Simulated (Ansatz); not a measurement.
K3BAs2:
```cif
data_As4B2K6
_chemical_formula_sum 'K6 B2 As4'
_space_group_name_H-M_alt 'P 1'
_space_group_IT_number 1
_cell_length_a 6.59772
_cell_length_b 6.59772
_cell_length_c 9.22317
_cell_angle_alpha 74.483
_cell_angle_beta 105.517
_cell_angle_gamma 93.158
loop_
_space_group_symop_operation_xyz
  'x, y, z'
loop_
_atom_site_label
_atom_site_type_symbol
_atom_site_fract_x
_atom_site_fract_y
_atom_site_fract_z
_atom_site_occupancy
K1 K 0.25556 0.85091 0.98135 1
K2 K 0.74444 0.14909 0.01865 1
K3 K 0.85091 0.25556 0.51865 1
K4 K 0.14909 0.74444 0.48135 1
K5 K 0.64674 0.64674 0.75000 1
K6 K 0.35326 0.35326 0.25000 1
B1 B 0.71676 0.71676 0.25000 1
B2 B 0.28324 0.28324 0.75000 1
As1 As 0.58967 0.85394 0.35652 1
As2 As 0.41033 0.14606 0.64348 1
As3 As 0.85394 0.58967 0.14348 1
As4 As 0.14606 0.41033 0.85652 1
```

Relaxed with r²SCAN.

**Question.** Which orbitals make up the states near the band edges in the program Ansatz at the r²SCAN level (PAW)?

**Answer.** Top 1 eV of the valence band: As 4p 91 %. Bottom 1 eV of the conduction band: B 2p 36 %, K 4s 25 %, As 4p 19 %, outside the projected shells 16 %. Projections are on Löwdin-orthogonalised atomic valence shells; empty p or d shells of many metals are not among them.

**Question.** Tabulate the density of states.

**Answer.** States/eV per cell of 12 atoms, in 0.25 eV bins, energy from the valence-band maximum.

| E (eV) | total | As 4p | K 4s | B 2p |
|---|---|---|---|---|
| -7.89 | 0.00 | 0.00 | 0.00 | 0.00 |
| -7.64 | 0.00 | 0.00 | 0.00 | 0.00 |
| -7.39 | 0.00 | 0.00 | 0.00 | 0.00 |
| -7.14 | 0.00 | 0.00 | 0.00 | 0.00 |
| -6.89 | 0.00 | 0.00 | 0.00 | 0.00 |
| -6.64 | 0.00 | 0.00 | 0.00 | 0.00 |
| -6.39 | 0.00 | 0.00 | 0.00 | 0.00 |
| -6.14 | 0.00 | 0.00 | 0.00 | 0.00 |
| -5.89 | 0.00 | 0.00 | 0.00 | 0.00 |
| -5.64 | 0.00 | 0.00 | 0.00 | 0.00 |
| -5.39 | 0.00 | 0.00 | 0.00 | 0.00 |
| -5.14 | 0.00 | 0.00 | 0.00 | 0.00 |
| -4.89 | 4.01 | 2.06 | 0.21 | 0.01 |
| -4.64 | 5.09 | 2.59 | 0.18 | 0.02 |
| -4.39 | 6.90 | 3.30 | 0.10 | 0.02 |
| -4.14 | 0.00 | 0.00 | 0.00 | 0.00 |
| -3.89 | 0.00 | 0.00 | 0.00 | 0.00 |
| -3.64 | 0.00 | 0.00 | 0.00 | 0.00 |
| -3.39 | 0.00 | 0.00 | 0.00 | 0.00 |
| -3.14 | 0.00 | 0.00 | 0.00 | 0.00 |
| -2.89 | 0.60 | 0.37 | 0.07 | 0.12 |
| -2.64 | 7.50 | 4.61 | 0.70 | 1.64 |
| -2.39 | 9.00 | 4.92 | 0.90 | 2.78 |
| -2.14 | 14.02 | 8.10 | 0.57 | 4.50 |
| -1.89 | 16.88 | 9.74 | 0.18 | 6.11 |
| -1.64 | 0.00 | 0.00 | 0.00 | 0.00 |
| -1.39 | 0.00 | 0.00 | 0.00 | 0.00 |
| -1.14 | 0.03 | 0.03 | 0.01 | 0.00 |
| -0.89 | 3.65 | 3.15 | 0.36 | 0.03 |
| -0.64 | 13.32 | 12.07 | 0.65 | 0.12 |
| -0.39 | 10.45 | 9.71 | 0.25 | 0.11 |
| -0.14 | 4.54 | 4.31 | 0.05 | 0.03 |
| 0.11 | 0.00 | 0.00 | 0.00 | 0.00 |
| 0.36 | 0.00 | 0.00 | 0.00 | 0.00 |
| 0.61 | 0.00 | 0.00 | 0.00 | 0.00 |
| 0.86 | 0.00 | 0.00 | 0.00 | 0.00 |
| 1.11 | 0.00 | 0.00 | 0.00 | 0.00 |
| 1.36 | 0.00 | 0.00 | 0.00 | 0.00 |
| 1.61 | 0.00 | 0.00 | 0.00 | 0.00 |
| 1.86 | 0.36 | 0.03 | 0.17 | 0.10 |
| 2.11 | 4.28 | 0.53 | 1.62 | 1.40 |
| 2.36 | 5.39 | 0.81 | 1.73 | 1.88 |
| 2.61 | 7.45 | 1.60 | 1.60 | 2.76 |
| 2.86 | 10.76 | 2.82 | 1.28 | 4.22 |
| 3.11 | 6.53 | 1.81 | 0.85 | 2.27 |
| 3.36 | 4.40 | 0.89 | 1.36 | 0.73 |
| 3.61 | 4.22 | 0.60 | 1.81 | 0.30 |
| 3.86 | 5.53 | 0.69 | 2.02 | 0.33 |
| 4.11 | 9.77 | 1.26 | 2.52 | 0.45 |
| 4.36 | 11.31 | 1.23 | 2.36 | 0.35 |
| 4.61 | 9.37 | 0.71 | 1.99 | 0.26 |
| 4.86 | 10.22 | 0.66 | 1.83 | 0.25 |
| 5.11 | 11.24 | 0.60 | 1.45 | 0.27 |
| 5.36 | 9.43 | 0.52 | 1.48 | 0.20 |
| 5.61 | 9.84 | 0.50 | 1.39 | 0.26 |
| 5.86 | 9.85 | 0.50 | 1.47 | 0.26 |
| 6.11 | 12.10 | 0.62 | 1.33 | 0.35 |
| 6.36 | 9.92 | 0.50 | 0.85 | 0.24 |
| 6.61 | 9.38 | 0.44 | 0.61 | 0.21 |

Space group C2/c. The workflow started from a Materials Project entry (that database holds measured and hypothetical structures alike); the Crystallography Open Database copy checked does not list it. Its standing as an ambient phase is unchecked. The cell was relaxed with r²SCAN under the symmetry of its start; whether a distortion lowers the energy is not shown. Spin–orbit coupling is left out wherever it is not named.

Potentials: the later of the program's two PAW sets.
